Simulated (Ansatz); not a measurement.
## AuCu3-type EuMn3

Computed with Ansatz (plane waves, PAW, 420 eV cutoff): PBE+U (U_eff = 6 eV on Eu 4f), scalar-relativistic, collinear spin, 8×8×8 k-mesh, Gaussian smearing of 0.05 eV. The datasets are Ansatz's generated set soft_2.

```
CELL_PARAMETERS angstrom
4.19926 0.00000 0.00000
0.00000 4.19926 0.00000
0.00000 0.00000 4.19926
ATOMIC_POSITIONS crystal
Eu 0.00000 0.00000 0.00000
Mn 0.00000 0.50000 0.50000
Mn 0.50000 0.50000 0.00000
Mn 0.50000 0.00000 0.50000
```

The cell came from substitution into a structure type; no database entry of this phase was matched, which doesn't show that none exists.

Magnetic state: ferrimagnetic, site spin moments Eu 6.84; Mn -3.54 μB.

The geometry was relaxed with PBE+U and stays fixed; the gap of the first row includes a band path, the others are on their meshes. A negative pressure means that the level wants a smaller cell.

```json
{"level": "PBE+U (U_eff = 6 eV on Eu 4f)", "k-mesh": "8×8×8", "gap (eV)": "metal", "P (GPa)": "0.0", "largest spin moment (μB)": "6.84", "f electrons (Löwdin)": "6.87"}
{"level": "PBE+U (U_eff = 3 eV on Eu 4f)", "k-mesh": "8×8×8", "gap (eV)": "metal", "P (GPa)": "-1.4", "largest spin moment (μB)": "6.73", "f electrons (Löwdin)": "6.76"}
```

(1) And under PBE+U (U_eff = 2 eV on Eu 4f) (8×8×8): gap, the largest spin moment, pressure?

Answer:

(1) Gap zero (metallic), pressure -2.0 GPa, largest spin moment 6.69 μB.

**Why the levels differ.**

To first order a pressure P at this geometry moves the equilibrium volume by ΔV/V ≈ P/B0, with B0 = 56 GPa from PBE+U's equation of state: PBE+U (U_eff = 2 eV on Eu 4f) −1.97/55.7 = −3.5 %, about 17.9 Å³/atom; PBE+U (U_eff = 3 eV on Eu 4f) −1.44/55.7 = −2.6 %, about 18.0 Å³/atom (from 18.51). These are estimates, not relaxations.

From U = 2 to 6 eV on Eu the pressure goes from -2.0 to 0.0 GPa, the crystal stays metallic, and the largest spin moment goes from 6.69 to 6.84 μB. A larger U localises the open shell and takes it out of the bonding, so the cell wants to grow.

No row holds spin–orbit coupling, which matters for elements this heavy.

A U of this size is made for insulators; in a metal, as here, it tends to take f weight out of the bonding and to swell the cell.

Open d and f shells can converge to several self-consistent states; this is the one that the run reached.

Pressures are a third of the stress tensor's trace.
